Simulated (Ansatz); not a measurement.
Density of states of a Pd₇Pt₁₂Au₅ cell (a random packing after short dynamics, relaxed), per eV and atom, broadened by Gaussian smearing of width 0.1 eV and averaged over bins of 0.2 eV, from 8 eV under the Fermi level at most up to where the solved bands end.

Method: DFT PBE, scalar-relativistic, plane waves, PAW (Ansatz).

Cutoff 420 eV; k points 3×3×4 on the computed 24-atom cell (Γ-centred); Gaussian smearing, width 0.10 eV; no spin polarisation.

```yaml
crystal:
  lattice:
    - [6.30627, -0.79302, 0.07420]
    - [-0.77680, 8.38784, 0.79594]
    - [0.09103, 0.70724, 7.38994]
  atoms:
    - { symbol: Pt, position: [0.41855, 0.37770, 0.57735] }
    - { symbol: Pt, position: [0.80458, 0.29953, 0.45321] }
    - { symbol: Pt, position: [0.92314, 0.04266, 0.07231] }
    - { symbol: Pt, position: [0.05477, 0.79413, 0.70385] }
    - { symbol: Pt, position: [0.28776, 0.29133, 0.94720] }
    - { symbol: Pt, position: [0.41899, 0.70976, 0.57456] }
    - { symbol: Pt, position: [0.79751, 0.62544, 0.45231] }
    - { symbol: Pt, position: [0.05228, 0.46300, 0.70240] }
    - { symbol: Pt, position: [0.17202, 0.54789, 0.32728] }
    - { symbol: Pt, position: [0.04637, 0.12491, 0.70354] }
    - { symbol: Pt, position: [0.54915, 0.79343, 0.20078] }
    - { symbol: Pt, position: [0.93381, 0.37917, 0.07908] }
    - { symbol: Pd, position: [0.67540, 0.87771, 0.82968] }
    - { symbol: Pd, position: [0.17186, 0.87664, 0.32488] }
    - { symbol: Pd, position: [0.29852, 0.63011, 0.95154] }
    - { symbol: Pd, position: [0.29798, 0.96056, 0.95257] }
    - { symbol: Pd, position: [0.92579, 0.71141, 0.07750] }
    - { symbol: Pd, position: [0.16713, 0.20941, 0.32487] }
    - { symbol: Pd, position: [0.67546, 0.21413, 0.82513] }
    - { symbol: Au, position: [0.67425, 0.54554, 0.82775] }
    - { symbol: Au, position: [0.80021, 0.95965, 0.45276] }
    - { symbol: Au, position: [0.54445, 0.45891, 0.20132] }
    - { symbol: Au, position: [0.42448, 0.04686, 0.57714] }
    - { symbol: Au, position: [0.54698, 0.12735, 0.19627] }
```

```
E − E_F (eV) total Pt 5d Pd 4d Au 5d Pt 6s
       -7.95  0.082  0.002  0.001  0.001  0.053
       -7.75  0.099  0.002  0.001  0.001  0.061
       -7.55  0.105  0.004  0.001  0.002  0.062
       -7.35  0.105  0.005  0.002  0.003  0.060
       -7.15  0.162  0.011  0.004  0.007  0.090
       -6.95  0.159  0.014  0.005  0.009  0.088
       -6.75  0.268  0.034  0.012  0.024  0.126
       -6.55  0.347  0.062  0.022  0.047  0.142
       -6.35  0.446  0.115  0.038  0.091  0.138
       -6.15  0.695  0.226  0.065  0.183  0.143
       -5.95  1.055  0.360  0.103  0.324  0.175
       -5.75  1.242  0.448  0.134  0.435  0.143
       -5.55  1.469  0.549  0.175  0.544  0.125
       -5.35  1.593  0.625  0.213  0.583  0.099
       -5.15  1.461  0.615  0.222  0.509  0.060
       -4.95  1.435  0.645  0.247  0.450  0.045
       -4.75  1.348  0.618  0.246  0.413  0.032
       -4.55  1.389  0.617  0.252  0.452  0.030
       -4.35  1.595  0.686  0.301  0.531  0.034
       -4.15  1.516  0.673  0.306  0.464  0.034
       -3.95  1.550  0.685  0.338  0.445  0.038
       -3.75  1.601  0.702  0.376  0.440  0.038
       -3.55  1.651  0.743  0.405  0.409  0.041
       -3.35  1.812  0.851  0.448  0.403  0.047
       -3.15  2.072  0.991  0.562  0.393  0.051
       -2.95  2.161  1.007  0.699  0.328  0.050
       -2.75  2.014  0.892  0.739  0.251  0.051
       -2.55  1.699  0.763  0.595  0.220  0.044
       -2.35  1.590  0.704  0.566  0.223  0.033
       -2.15  1.551  0.673  0.571  0.226  0.027
       -1.95  1.550  0.680  0.565  0.214  0.031
       -1.75  1.618  0.723  0.614  0.192  0.028
       -1.55  1.536  0.713  0.582  0.160  0.027
       -1.35  1.568  0.731  0.578  0.161  0.034
       -1.15  1.457  0.694  0.537  0.150  0.028
       -0.95  1.437  0.698  0.533  0.142  0.024
       -0.75  1.426  0.717  0.502  0.143  0.025
       -0.55  1.587  0.801  0.559  0.160  0.029
       -0.35  1.996  1.057  0.683  0.186  0.032
       -0.15  1.895  1.087  0.605  0.137  0.029
        0.05  1.335  0.823  0.378  0.074  0.024
        0.25  0.814  0.496  0.202  0.035  0.035
        0.45  0.292  0.131  0.058  0.014  0.040
        0.65  0.352  0.132  0.059  0.017  0.065
        0.85  0.447  0.161  0.066  0.022  0.086
        1.05  0.334  0.102  0.044  0.013  0.063
        1.25  0.310  0.084  0.037  0.012  0.059
        1.45  0.246  0.055  0.024  0.009  0.048
        1.65  0.235  0.051  0.022  0.008  0.044
```

The columns after the total are the largest Löwdin projections on the valence shells of the potentials, so they needn't add up, and the weight of a shell that a potential lacks goes to other orbitals. The cell has no gap on the mesh.

The relaxation stopped before its thresholds.

The k mesh is coarse. Spin-orbit coupling is left out, which matters for the bands of heavy elements. Spin polarisation was left out, and a magnetic state may lie lower.

Cost: 2 runs of about 30 core-minutes in all (earlier runs that led there not counted), on Arm Neoverse V1 (shared hosts).